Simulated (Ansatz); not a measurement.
CsHg2 in space group Imma (No. 74; Cs on 4e, Hg on 8h), the program Ansatz at the r²SCAN level (PAW), all energies at zero smearing, with the estimated change up to a 700 eV cutoff added, with one set of potentials and settings (totals compare only within such a set). Cell of 6 atoms (2 Cs, 4 Hg): -66684.889 eV.

```csv
element,reference phase,E (eV/atom)
Cs,"Im-3m, 1 atoms in the cell",-5685.9274
Hg,"P-1, 3 atoms in the cell",-13827.8306
```

Formation energy per atom, worked out: (-66684.889 − 2×(-5685.9274) − 4×(-13827.8306))/6 = -0.285 eV/atom (-28 kJ per mol of atoms), at 0 K, without zero-point energy or fitted corrections.

The workflow started from a Materials Project entry (that database holds measured and hypothetical structures alike); the Crystallography Open Database copy checked does not list it. Whether it is the stable phase at ambient conditions was not checked. The r²SCAN relaxation kept the symmetry of its start; its stability against distortions is not shown here. The references are the lowest solids computed at this level, not always the standard phases. Scalar-relativistic: spin–orbit coupling is off unless named, which matters more the heavier the elements.

Potentials: the later of the program's two PAW sets.
